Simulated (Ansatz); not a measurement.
P₂W:
```yaml
crystal:
  lattice:
    - [1.59081, -5.58632, 0.00000]
    - [1.59081, 5.58632, 0.00000]
    - [0.00000, 0.00000, 4.99108]
  atoms:
    - { symbol: P, position: [0.06914, 0.93086, 0.38259] }
    - { symbol: P, position: [0.93086, 0.06914, 0.88259] }
    - { symbol: P, position: [0.79943, 0.20057, 0.19948] }
    - { symbol: P, position: [0.20057, 0.79943, 0.69948] }
    - { symbol: W, position: [0.40661, 0.59339, 0.50093] }
    - { symbol: W, position: [0.59339, 0.40661, 0.00093] }
```

Relaxed with r²SCAN. Special points in fractions of this cell's reciprocal vectors: Γ (0.000, 0.000, 0.000); Y (-0.500, 0.500, 0.000); C0 (-0.270, 0.730, 0.000); Σ0 (0.270, 0.270, 0.000); Z (0.000, 0.000, 0.500); A0 (0.270, 0.270, 0.500); E0 (-0.270, 0.730, 0.500); T (-0.500, 0.500, 0.500); S (0.000, 0.500, 0.000); R (0.000, 0.500, 0.500).

List the band energies nearest the Fermi level at these points for r²SCAN (plane waves, PAW; program Ansatz).

In eV from the Fermi level; about four levels below and three above (degenerate sets whole), none deeper than 8.9 eV; points with the same levels are listed once.

```tsv
k	below	above
Γ	-2.37 -1.65 -1.20 -1.10	0.31 1.27 1.39
Y	-1.65 -1.37 -0.88 -0.22	0.52 1.11 2.22
C0	-3.53 -3.38 -2.55 -2.07	0.06 1.52 2.12
Z	-1.24 -1.24 -0.31 -0.31	0.98 0.98 1.94 1.94
A0	-3.40 -3.40 -1.28 -1.28	1.99 1.99 2.76 2.76
T	-1.85 -1.85 -1.27 -1.27	1.03 1.03 2.77 2.77
S	-3.82 -3.14 -3.05 -1.80	0.19 1.23 2.42
R	-3.51 -3.51 -1.11 -1.11	1.47 1.47 2.78 2.78
```

Space group Cmc2_1. The workflow started from a Materials Project entry (that database holds measured and hypothetical structures alike); the Crystallography Open Database files this formula in space group No. 36, but the cells were not matched. Whether it is the stable phase at ambient conditions was not checked. The cell was relaxed with r²SCAN under the symmetry of its start; its stability against distortions is not shown here. No spin polarisation was allowed. Scalar-relativistic: spin–orbit coupling is off unless named, which matters more the heavier the elements.

Potentials: the later of the program's two PAW sets.
